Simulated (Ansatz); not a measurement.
# Calculated with Ansatz: SrAg$_{2}$As$_{2}$, settings compared

The command:

```bash
ansatz run input.yaml --threads 1 --pin off --max-ram 2560MiB --backend cpu --events-out ev --progress --plain --runs-dir out
```

The input file (Ansatz 0.2.0, plane waves):

```yaml
crystal:
  lattice:
    - [0.0, 4.507402, 0.0]
    - [4.507402, 0.0, 0.0]
    - [2.253701, 2.253701, -5.392417]
  atoms:
    - { symbol: As, position: [0.389, 0.389, 0.222] }
    - { symbol: As, position: [0.611, 0.611, 0.778] }
    - { symbol: Ag, position: [0.75, 0.25, 0.5] }
    - { symbol: Ag, position: [0.25, 0.75, 0.5] }
    - { symbol: Sr, position: [0.0, 0.0, 0.0] }
  symmetry: { tolerance: 0.0003 }
kpoints:
  mp_grid: { grid: [4, 4, 4], shift: [0, 0, 0] }
magnetization:
  spin_polarized: false
scf:
  occupations: { method: tetrahedron }
hamiltonian:
  pseudopotentials: { kind: paw }
  xc: pbe
basis:
  ecutwfc: 420
output:
  forces: true
  stress: true
  eigenvalues: true
  write_density: true
  write_potential: true
  elf: true
  volumetric_format: npy
```

Origin of the cell: a known structure type with other elements, at an estimated volume, so it need not be a known compound.

Output of this run (shortened):

```
Warning: output.forces, output.stress, relax.cell or npt_langevin: where a Kohn–Sham band that disperses or a degenerate level is filled in part under the method tetrahedron, the forces or th […]
band count auto-derived: 48 (N_el = 78.0; filled up to band 39; 47 by the electrons, moments and atoms)
Pseudopotentials: kind: paw
Pseudopotential: As, paw, valence charge 15, recommended cutoff 420 eV (normal), As.paw.azcp
Pseudopotential: Ag, paw, valence charge 19, recommended cutoff 420 eV (normal), Ag.paw.azcp
Pseudopotential: Sr, paw, valence charge 10, recommended cutoff 420 eV (normal), Sr.paw.azcp
Functional definition: PBE
  exchange = pbe_x(kappa = kappa, mu = beta*pi^2/3)
  correlation = pbe_c(beta = beta)
Crystal: 5 atoms, lattice volume = 109.556 Å³
Basis set: ecut = 420 eV, 2155 PW (Γ), exchange–correlation on 64×64×90 points (8 copies of the dense FFT grid, shifted against one another)
Bands: 48, of which v1, the nominal top of the filled ones, is band 39 counted from 1 (38 counted from 0)
[… 9 lines left out …]
Initial density: superposition of atomic densities (neutral atoms: chi_scale 0, normalization atom), corrected by the library's trained network
Functional: x = pbe(κ = 0.804, μ = 0.219515), c = pbe(β = 0.066725)
SCF iter   1: F=—  HF=-28439.671994 eV  Δρ=2.04e-3  dr2=8.67e-3  defer=1
SCF iter   2: F=—  HF=-28439.675477 eV  Δρ=9.52e-4  dr2=1.03e-3  defer=35
SCF iter   3: F=—  HF=-28439.675480 eV  Δρ=4.88e-4  dr2=5.05e-4  defer=35
SCF iter   4: F=—  HF=-28439.675364 eV  Δρ=1.61e-4  dr2=8.59e-5  defer=35
SCF iter   5: F=—  HF=-28439.675315 eV  Δρ=7.93e-5  dr2=1.62e-5  defer=35
SCF iter   6: F=—  HF=-28439.675284 eV  Δρ=3.27e-5  dr2=2.33e-6  defer=35
SCF iter   7: F=—  HF=-28439.675283 eV  Δρ=1.44e-5  dr2=8.70e-7  defer=35
SCF iter   8: F=-28439.675276 eV  HF=-28439.675276 eV  Δρ=5.58e-6  dr2=7.65e-8
SCF 1 converged in 8 iterations: F = -28439.675276 eV  dr2 = 7.65e-8
SCF converged after 8 iterations
Stability not checked: this state was not tested for a lower state beside it, because cold or Methfessel-Paxton smearing, or corrected tetrahedra, fill the levels in a way that the test cannot read (fill_not_monotonic; […]
Free energy (F): -28439.675276 eV
Harris-Foulkes:  -28439.675276 eV  (|F-HF|=3.41e-8)
Internal energy: -28439.666138 eV  (E = F + TS)
E sigma→0 (E₀):  -28439.675276 eV
Entropy (-TS):   -0.009137 eV (-1.827 meV/atom)
Fermi energy:    12.918284 eV
--- Per-component energies (eV) ---
  E_band       = -1125.717583
  E_kinetic    = 1508.208479
  E_local      = -10129.996512  (includes V_loc(G=0)·N_el)
  E_nonlocal   = -979.060972
  E_hartree    = 4834.131839
  E_xc         = -703.028026
  E_vxc        = -792.530075  (∫ρ·V_xc dr)
  E_paw        = -14169.723651  (= ΣΔE_a)
  E_vpaw       = -400.585670  (= ΣTr[D̂ρ^β])
  E_aug_tail   = 0.000640  (compensation charges beyond the density's cutoff)
  E_ewald      = -8800.197936
  E_smearing   = -0.009137  (= −TS)
  Σ components = -28439.675276   (vs F -28439.675276, Δ=0.00e0)
--- Forces (eV/Å), atoms counted from 1 ---
  atom   1  As     0.000000    -0.000000    -0.774126
  atom   2  As     0.000000    -0.000000     0.774126
  atom   3  Ag     0.000000     0.000000    -0.000000
  atom   4  Ag     0.000000     0.000000     0.000000
  atom   5  Sr    -0.000000     0.000000     0.000000
  max |Σ_I F_I| component: 4.16e-17 eV/Å
--- Stress (GPa, compression-positive) ---
        0.967830       0.000000       0.000000
        0.000000       0.967830       0.000000
        0.000000       0.000000       7.216652
  P = ⅓ Tr σ = 3.0508 GPa (30.508 kbar)
```

The same input was run again with these changes:

1. `basis.ecutrho_ratio` default → 8
2. `scf.algorithm` default → density_mixing; `hamiltonian.pseudopotentials` { kind: paw } → { kind: nc }
3. `scf.eigensolver.kind` default → davidson; `scf.occupations.method` tetrahedron → fermi_dirac; `scf.occupations.width` default → 0.2
4. `scf.max_iter` default → 5

```tsv
run	end	SCF iterations	P (GPa)	max force component (eV/Å)	moment (μB)	ΔE(σ→0) (meV/atom)
base	converged	8	3.05	0.774	–	0
1	converged	8	3.05	0.774	–	0.00
2	converged	11	-1.97	0.154	–	–
3	converged	7	3.15	0.849	–	-2.30
4	SCF not converged	5	–	–	–	–
```

Energies are compared only where functional, datasets, charge and starting cell are the same.

Caveats of the base run: forces and stress under tetrahedra may miss the slope of the energy; the k mesh is coarse if the cell is a metal.

Run 2: the cutoff lies below the datasets' advice.
Run 3: wide smearing.

The base run ran for 5.1 s on 1 thread of Arm Neoverse V1 (shared host), peak memory 0.39 GiB, from the program's own first density.
